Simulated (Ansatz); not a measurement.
SnO:
```
SnO
1.0
    0.00000     2.68774     2.68774
    2.68774     0.00000     2.68774
    2.68774     2.68774     0.00000
O Sn
1 1
Direct
  0.25000   0.25000   0.25000
  0.00000   0.00000   0.00000
```

Relaxed with PBEsol. Special points in fractions of this cell's reciprocal vectors: Γ (0.000, 0.000, 0.000); X (0.500, 0.000, 0.500); U (0.625, 0.250, 0.625); K (0.375, 0.375, 0.750); L (0.500, 0.500, 0.500); W (0.500, 0.250, 0.750).

Q: List the band energies nearest the Fermi level at these points for PBEsol with spin–orbit coupling (plane waves, PAW; program Ansatz).

A: In eV from the Fermi level; about four levels below and three above (degenerate sets whole), none deeper than 8.9 eV; points with the same levels are listed once.

| k | below | above |
|---|---|---|
| Γ | -3.78 -3.78 -3.78 -3.78 | 3.96 3.96 4.80 4.80 4.80 4.80 |
| X | -0.74 -0.74 -0.09 -0.09 | 5.12 5.12 5.27 5.27 |
| U | -4.77 -4.77 -0.31 -0.30 | 0.68 0.69 3.29 |
| L | -4.21 -4.21 -2.41 -2.41 | 1.62 1.62 4.43 4.43 |
| W | -5.50 -5.42 -5.37 -5.33 | 0.09 0.11 1.19 |

Space group F-43m (zinc blende). The start of the workflow was typed in or built on a structure type; neither database checked (COD, Materials Project) lists it. It is not the phase usual at ambient conditions (space group No. 129). The cell was relaxed with PBEsol under the symmetry of its start. At this level the phase is mechanically unstable. The volume moved by 16 % from the start of the relaxation.

Potentials: the earlier of the program's two PAW sets. The files were generated under PBE; for other functionals the program regenerates the frozen cores, and for LDA and PBEsol the local potential too.
